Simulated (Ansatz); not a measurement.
HfC:
```
CELL_PARAMETERS angstrom
      0.00000     2.32033     2.32033
      2.32033     0.00000     2.32033
      2.32033     2.32033     0.00000
ATOMIC_POSITIONS crystal
  C  0.00000 0.00000 0.00000
  Hf 0.50000 0.50000 0.50000
```

Relaxed with r²SCAN. Special points in fractions of this cell's reciprocal vectors: Γ (0.000, 0.000, 0.000); X (0.500, 0.000, 0.500); U (0.625, 0.250, 0.625); K (0.375, 0.375, 0.750); L (0.500, 0.500, 0.500); W (0.500, 0.250, 0.750).

### Question
List the band energies nearest the Fermi level at these points for the program Ansatz at the r²SCAN with spin–orbit coupling level (PAW).

### Answer
In eV from the Fermi level; about four levels below and three above (degenerate sets whole), none deeper than 8.9 eV; points with the same levels are listed once.

| k | below | above |
|---|---|---|
| Γ | – | 0.78 0.78 0.96 0.96 0.96 0.96 |
| X | -0.44 -0.44 -0.09 -0.09 | 5.33 5.33 6.74 6.74 |
| U | -3.06 -3.06 -1.91 -1.91 | 1.66 1.66 5.93 5.93 |
| L | -3.40 -3.40 -3.31 -3.31 | 5.46 5.46 5.48 5.48 |
| W | -3.29 -3.29 -2.74 -2.74 | 3.78 3.78 3.85 3.85 |

Space group Fm-3m (rock salt). The cell was relaxed with r²SCAN under the symmetry of its start. The run is not spin-polarised.

Potentials: the later of the program's two PAW sets.
